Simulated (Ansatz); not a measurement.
A plane-wave DFT run in Ansatz 0.2.0 (scalar-relativistic PAW potentials unless the input names others): input and command.

```yaml
crystal:
  lattice:
    - [2.9204292277, 0.0, 0.0]
    - [-1.4602146138, 2.5291659012, 0.0]
    - [0.0, 0.0, 11.0186]
  atoms:
    - { symbol: Ag, position: [0.3333333333, 0.6666666667, 0.25] }
    - { symbol: Ag, position: [0.6666666667, 0.3333333333, 0.75] }
    - { symbol: Ag, position: [0.0, 0.0, 0.0] }
    - { symbol: Ag, position: [0.0, 0.0, 0.5] }
basis:
  ecutwfc: 420
kpoints:
  mp_grid: { grid: [18, 18, 4] }
hamiltonian:
  xc: pbesol
scf:
  occupations: { method: gaussian, width: 0.1 }
  max_iter: 100
output:
  forces: true
  eigenvalues: true
  stress: true
accuracy: [1, 2]
```

```bash
ansatz run input.yaml --threads 1 --pin off --max-ram 1331MiB --backend cpu --events-out ev --progress --plain --runs-dir out
```

Problem. What is wrong with this input?

Solution. The program refuses it, because of a value of the wrong type (accuracy: not typed → [1, 2]). Without that key it is accepted.

Abridged log:
```
Error: YAML parse error: error: line 24 column 11: expected string scalar
  --> <input>:24:11
   |
22 |   eigenvalues: true
23 |   stress: true
24 | accuracy: [1, 2]
   |           ^ expected string scalar
```